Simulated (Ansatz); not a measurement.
Input and output of a one-shot G0W0 calculation on ZnSe (F-43m) from a database structure (Ansatz 0.2.0, G0W0@PBE with 336 empty bands, a screening cutoff of 220 eV and a 6×6×6 mesh). The geometry is the r2SCAN minimum.

Input file:
```yaml
crystal:
  lattice:
    - [0.0, 2.8324253885, 2.8324253885]
    - [2.8324253885, 0.0, 2.8324253885]
    - [2.8324253885, 2.8324253885, 0.0]
  atoms:
    - { symbol: Zn, position: [0.0, 0.0, 0.0] }
    - { symbol: Se, position: [0.75, 0.75, 0.75] }
kpoints:
  mp_grid: { grid: [6, 6, 6] }
hamiltonian:
  xc: pbe
scf:
  occupations: { method: fixed }
gw:
  n_empty_bands: 336
  ecut_chi: 220
  qp_bands: [v2, c2]
  qp_kpoints: band_edges
  screening: { model: contour_deformation }
```

Wall time 38 s on 1 × NVIDIA H100 80GB HBM3 with 4 threads of AMD EPYC 7R13 Processor (Zen 3), on a shared host, load about 3.1 per core; peak host memory 1.9 GiB.

The output, standing remarks left out:
```
Pseudopotential: Zn, paw, valence charge 12, recommended cutoff 420 eV (normal)
Pseudopotential: Se, paw, valence charge 16, recommended cutoff 420 eV (normal)
Functional definition: PBE
Crystal: 2 atoms, lattice volume = 45.447 Å³
Basis set: ecut = 420 eV, 893 PW (Γ)
Bands: 18, of which v1, the nominal top of the filled ones, is band 14 counted from 1 (13 counted from 0)
Symmetry: 24 space group operations
Space group: F-43m (ITA 216)
k-points: 16 of 216 (time reversal used)
SCF iter   1: HF=-8789.520256 eV  Δρ=6.62e-4  dr2=2.73e-4
preconditioner: auto → none  [insulator: Δε(μ)=1.287 eV  ℏωp=23.4 eV]
SCF iter   2: HF=-8789.520181 eV  Δρ=3.18e-4  dr2=2.38e-5
SCF iter   3: HF=-8789.520198 eV  Δρ=1.40e-4  dr2=4.16e-6
SCF iter   4: HF=-8789.520201 eV  Δρ=6.73e-5  dr2=7.16e-7
SCF iter   5: HF=-8789.520204 eV  Δρ=1.84e-5  dr2=1.51e-7
SCF iter   6: HF=-8789.520204 eV  Δρ=3.81e-6  dr2=4.41e-9
SCF 1 converged in 6 iterations: F = -8789.520204 eV  dr2 = 4.41e-9
Free energy (F): -8789.520204 eV
Fermi energy:    6.801833 eV
--- Band table (eV; the first three rows and the last of 16) ---
  k-point 0: bands = […, 0.2547, 0.6270, 0.6270, 6.8018, 6.8018, 6.8018, 8.0943, 12.6096, 12.6096, 12.6096]
  k-point 1: bands = […, 0.2814, 0.6252, 0.6252, 4.8954, 6.5486, 6.5486, 9.3561, 12.6779, 13.0126, 13.0126]
  k-point 2: bands = […, 0.4251, 0.6335, 0.6335, 2.7405, 6.1199, 6.1199, 9.4850, 13.2846, 13.2846, 14.3747]
  k-point 15: bands = […, 0.5454, 0.6412, 0.8984, 2.0911, 4.1721, 4.2429, 11.2704, 11.6133, 15.0743, 15.4110]
--- G₀W₀: contour deformation, 7 samples at zero and on the imaginary axis and 3 off it, 216 q-points, 336 empty bands' worth ---
    ik  band        ε_KS         Σx   Σc(E_QP)       V_xc       Z   E_QP_lin       E_QP  E_QP is
     0    13      6.8018   -21.8115     1.9745   -18.8871  0.7636     5.8187     5.8520  root
     0    14      6.8018   -21.8115     1.9745   -18.8871  0.7636     5.8187     5.8520  root
     0    15      8.0943    -9.7773    -3.9251   -13.8027  0.7925     8.1948     8.1946  root
     0    16     12.6096    -6.9832    -4.5149   -11.6599  0.7741    12.7720    12.7714  root
     1    13      6.5486   -21.3557     2.0168   -18.3793  0.7622     5.5539     5.5889  root
     1    14      6.5486   -21.3557     2.0168   -18.3793  0.7622     5.5539     5.5889  root
     1    15      9.3561    -9.9808    -3.9839   -14.0661  0.7851     9.4576     9.4574  root
     1    16     12.6779    -7.6924    -4.5082   -12.3081  0.7714    12.7857    12.7854  root
     2    13      6.1199   -20.6662     2.1057   -17.5833  0.7593     5.1047     5.1429  root
     2    14      6.1199   -20.6662     2.1057   -17.5833  0.7593     5.1047     5.1429  root
     2    15      9.4850    -8.8742    -4.1230   -13.1381  0.7879     9.6263     9.6260  root
     2    16     13.2846    -7.1954    -4.5952   -11.9399  0.7653    13.4345    13.4339  root
     3    13      5.9317   -20.3545     2.1405   -17.2304  0.7580     4.9087     4.9482  root
     3    14      5.9317   -20.3545     2.1405   -17.2304  0.7580     4.9087     4.9482  root
     3    15      9.3476    -8.9315    -4.0654   -13.1309  0.7890     9.4818     9.4815  root
     3    16     13.1897    -7.1819    -4.4937   -11.8077  0.7677    13.3222    13.3217  root
     4    13      6.1116   -20.7025     2.1116   -17.6163  0.7593     5.0990     5.1371  root
     4    14      6.1116   -20.7025     2.1116   -17.6163  0.7593     5.0990     5.1371  root
     4    15     10.0863   -10.8578    -4.0589   -15.0274  0.7778    10.1971    10.1968  root
     4    16     11.4785    -6.6879    -4.2538   -11.0255  0.7847    11.5625    11.5623  root
     6    13      4.9028   -19.6847     2.3998   -16.2911  0.7485     3.8640     3.9091  root
     6    14      5.5475   -19.8280     2.2303   -16.6037  0.7548     4.5112     4.5534  root
     6    15     10.4496    -9.2298    -4.1975   -13.5702  0.7814    10.5929    10.5925  root
     6    16     12.5698    -7.2400    -4.4150   -11.7300  0.7711    12.6449    12.6447  root
     8    13      5.3507   -19.7095     2.2695   -16.4518  0.7531     4.3198     4.3624  root
     8    14      6.4180   -21.1220     2.0369   -18.1191  0.7614     5.4160     5.4520  root
     8    15     10.3889    -9.7756    -4.3706   -14.3377  0.7772    10.5812    10.5804  root
     8    16     12.5791    -7.8777    -4.3710   -12.3123  0.7737    12.6427    12.6426  root
     9    13      5.0586   -19.1986     2.3579   -15.8371  0.7496     4.0091     4.0549  root
     9    14      5.0586   -19.1986     2.3579   -15.8371  0.7496     4.0091     4.0549  root
     9    15     10.2236    -7.0227    -3.8831   -10.9046  0.7928    10.2223    10.2223  root
     9    16     10.7206    -8.9399    -4.1541   -13.1987  0.7804    10.8256    10.8253  root
    12    13      4.6111   -18.3406     2.4166   -14.9187  0.7449     3.5581     3.6058  root
    12    14      4.6111   -18.3406     2.4166   -14.9187  0.7449     3.5581     3.6058  root
    12    15      9.7855    -7.0856    -3.6567   -10.6549  0.7961     9.6983     9.6981  root
    12    16     10.2660    -8.9923    -3.9626   -13.0546  0.7854    10.3659    10.3657  root
```

The rows of the band table are 0: (0, 0, 0) = Γ, 1: (0, 0, 1/6), 2: (0, 0, 1/3), 15: (1/6, -1/2, -1/3).

The points are ik 0 = (0, 0, 0) (Γ), ik 1 = (0, 0, 1/6), ik 2 = (0, 0, 1/3), ik 3 = (0, 0, -1/2), ik 4 = (0, 1/6, 1/6), ik 6 = (0, 1/6, -1/2), ik 8 = (0, 1/6, -1/6), ik 9 = (0, 1/3, 1/3), ik 12 = (0, -1/2, -1/2); band 14 is the last filled one.

G0W0 moves the gap on the mesh from 1.29 eV (PBE) to 2.34 eV (direct at Γ). Renormalisation factors Z lie between 0.74 and 0.80. G0W0 values are finite-basis, finite-mesh values.

The values are computed, spin-unpolarised, and not measurements.

Spin-orbit coupling is left out.

With a shallow d shell on the cation, G0W0 converges slowly in bands and cutoff, so these values are in doubt.
